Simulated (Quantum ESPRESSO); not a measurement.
## GeGa3P4 (a curve over one atom's position)

Computed values, not a measurement. The program is pw.x of Quantum ESPRESSO 7.5 (plane-wave density functional theory). The cell is made up: 8 atoms on a zincblende/diamond lattice, with randomly drawn elements, strain and displacements, not relaxed. PseudoDojo standard norm-conserving files (v0.5 for PBE, v0.4.1 for LDA and PBEsol) set the functional; there is no spin polarisation, spin-orbit coupling or dispersion term, and the masses in the input are unused placeholders. A spin-polarised start on this cell or one of its family kept no moment.

Seven runs move atom 4 (Ga, counted in the order of the input) along x and keep all else fixed.

Input of the run at -0.0028:

```
&control calculation='scf', pseudo_dir='./dojo.nc.sr.pbe.v0_5.standard.upf', outdir='./o', disk_io='medium', tprnfor=.true., tstress=.true. /
&system ibrav=0, nat=8, ntyp=3, nbnd=47, ecutwfc=79.96652505, nosym=.true., tot_charge=0,
 occupations='smearing', smearing='fd', degauss=0.0073498644
/
&electrons conv_thr=7.350e-09, electron_maxstep=60, /
ATOMIC_SPECIES
Ga 1.0 Ga.upf
Ge 1.0 Ge.upf
P 1.0 P.upf
CELL_PARAMETERS angstrom
5.4535 -0.053 0.0236
-0.053 5.386 -0.0832
0.0236 -0.0832 5.439
ATOMIC_POSITIONS angstrom
Ge -0.0158 -0.1612 -0.0192
Ga -0.1446 2.569 2.7937
Ga 2.7884 0.0248 2.7741
Ga 2.7476 2.7276 -0.1757
P 1.315 1.3169 1.2313
P 1.3761 3.8919 4.0361
P 3.9148 1.2372 4.0952
P 4.0823 4.1297 1.2215
K_POINTS automatic
6 6 6 1 1 1
```

| shift of atom 4 along x (Å) | free energy less that of the input shown (eV) | Fx on atom 4 (eV/Å) | Fy on atom 4 (eV/Å) | Fz on atom 4 (eV/Å) | pressure (GPa) | iterations |
| --- | --- | --- | --- | --- | --- | --- |
| -0.1969 | 0.0637 | 1.496 | -0.710 | 2.194 | 8.08 | 10 |
| -0.0977 | -0.0255 | 0.301 | -0.057 | 2.060 | 7.85 | 10 |
| -0.0513 | -0.0265 | -0.258 | 0.242 | 2.035 | 7.81 | 10 |
| -0.0320 | -0.0193 | -0.489 | 0.366 | 2.031 | 7.81 | 10 |
| -0.0028 | 0.0000 | -0.835 | 0.552 | 2.033 | 7.83 | 10 |
| +0.0566 | 0.0702 | -1.523 | 0.929 | 2.063 | 7.92 | 10 |
| +0.1256 | 0.2017 | -2.283 | 1.366 | 2.138 | 8.12 | 10 |

A cubic fit gives dFx/dx = -11.76 eV/Å² at zero shift. Across the table the free energy follows the integral of the force to within 0.1 meV. A rerun of one of the cells at 1377 eV and a 8 x 8 x 8 mesh moved values by no more than 0.006 eV in energy, 0.06 GPa in stress and 0.014 eV/Å in force.